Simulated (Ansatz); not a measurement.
Response of Pb to small distortions

```
Pb
1.0
     0.00000    3.43900    3.43900
     3.43900    0.00000    3.43900
     3.43900    3.43900    0.00000
Pb
2
Cartesian
  0.0000 0.0000 0.0000
  1.7195 1.7195 1.7195
```

Atoms are numbered in the order listed.

Structure from Materials Project entry mp-1247117 (possibly hypothetical), not relaxed further.

Spin–orbit coupling is left out, though it moves levels of the heavy atoms by tenths of an eV or more.

Theory: Ansatz 0.2.0, DFT, LDA, all-electron LAPW, scalar-relativistic.

Sampling and basis: a Γ-centred 8×8×8 k mesh, Fermi–Dirac smearing of 0.05 eV, basis error target 0.25 meV/atom, no spin polarisation.

The unchanged cell is at -0.74 GPa.

In a metal, stresses and small energies carry noise from the k mesh.

x, y and z are the Cartesian axes of the cell as listed; fractional coordinates follow a strain, and an engineering shear is twice the off-diagonal strain component.

(1) One change gave: energy change +12 meV/atom; stress change (xx, yy, zz, yz, xz, xy) 0.15, 0.15, 0.15, 1.09, 1.09, 1.09 GPa, compression positive; change of the force on Pb1 (-0.220, -0.220, -0.220) eV/Å. Which change was it?
A. equal xy, yz and zx engineering shear strains of +1 %
B. equal xy, yz and zx engineering shear strains of -1 %
C. equal xy, yz and zx engineering shear strains of +3 %
D. equal xy, yz and zx engineering shear strains of +2 %
E. equal xy, yz and zx engineering shear strains of -2 %
F. equal xy, yz and zx engineering shear strains of -3 %

Answers

(1) F. For equal xy, yz and zx engineering shear strains of -1 %: energy change +1 meV/atom; stress change (xx, yy, zz, yz, xz, xy) 0.02, 0.02, 0.02, 0.35, 0.35, 0.35 GPa, compression positive; change of the force on Pb2 (0.066, 0.066, 0.066) eV/Å. For equal xy, yz and zx engineering shear strains of +2 %: energy change +5 meV/atom; stress change (xx, yy, zz, yz, xz, xy) 0.06, 0.06, 0.06, -0.64, -0.64, -0.64 GPa, compression positive; change of the force on Pb2 (-0.114, -0.114, -0.114) eV/Å. For equal xy, yz and zx engineering shear strains of -2 %: energy change +5 meV/atom; stress change (xx, yy, zz, yz, xz, xy) 0.06, 0.06, 0.06, 0.71, 0.71, 0.71 GPa, compression positive; change of the force on Pb1 (-0.138, -0.138, -0.138) eV/Å. For equal xy, yz and zx engineering shear strains of +1 %: energy change +1 meV/atom; stress change (xx, yy, zz, yz, xz, xy) 0.02, 0.02, 0.02, -0.33, -0.33, -0.33 GPa, compression positive; change of the force on Pb1 (0.060, 0.060, 0.060) eV/Å. For equal xy, yz and zx engineering shear strains of +3 %: energy change +11 meV/atom; stress change (xx, yy, zz, yz, xz, xy) 0.13, 0.13, 0.13, -0.94, -0.94, -0.94 GPa, compression positive; change of the force on Pb1 (0.164, 0.164, 0.164) eV/Å.
